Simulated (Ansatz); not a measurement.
LiTaO3:
```xyz
10
Lattice="2.5368 1.4646 4.5529 -2.5368 1.4646 4.5529 0.0000 -2.9292 4.5529" Properties=species:S:1:pos:R:3 pbc="T T T"
Li     0.0000     0.0000     9.7841
Li     0.0000     0.0000     2.9548
Ta     0.0000     0.0000     0.0083
Ta     0.0000     0.0000     6.8376
O     -0.6528     1.4131     8.1585
O      1.5502    -0.1412     8.1585
O     -0.8974    -1.2719     8.1585
O     -1.6394     0.1926     5.8821
O      0.6528    -1.5161     5.8821
O      0.9865     1.3234     5.8821
```

Relaxed with LDA. Special points in fractions of this cell's reciprocal vectors: Γ (0.000, 0.000, 0.000); T (0.500, 0.500, 0.500); H2 (0.764, 0.236, 0.500); H0 (0.500, -0.236, 0.236); L (0.500, 0.000, 0.000); S0 (0.368, -0.368, 0.000); S2 (0.632, 0.000, 0.368); F (0.500, 0.000, 0.500).

Task: List the band energies nearest the valence-band maximum at these points for LDA (plane waves, PAW; program Ansatz).

Result: In eV from the valence-band maximum; about four levels below and three above (degenerate sets whole), none deeper than 8.9 eV; points with the same levels are listed once.

```csv
k,below,above
Γ,-0.50 -0.50 -0.32 -0.04 -0.04,3.82 3.82 4.15
T,-0.31 -0.31 -0.31 -0.31,5.27 5.27 5.57 5.57 5.57 5.57
H2,-0.70 -0.70 -0.34 -0.34,4.38 4.38 5.26 5.26
L,-0.36 -0.36 -0.25 -0.25,4.65 4.65 5.35 5.35
S0,-0.84 -0.52 -0.45 -0.17,4.01 4.53 5.24
F,-0.86 -0.55 -0.42 -0.32,3.87 4.48 5.11
```

Space group R3c. The cell was relaxed with LDA under the symmetry of its start. The run is not spin-polarised. Scalar-relativistic: spin–orbit coupling is off unless named, which matters more the heavier the elements.

Potentials: the later of the program's two PAW sets.
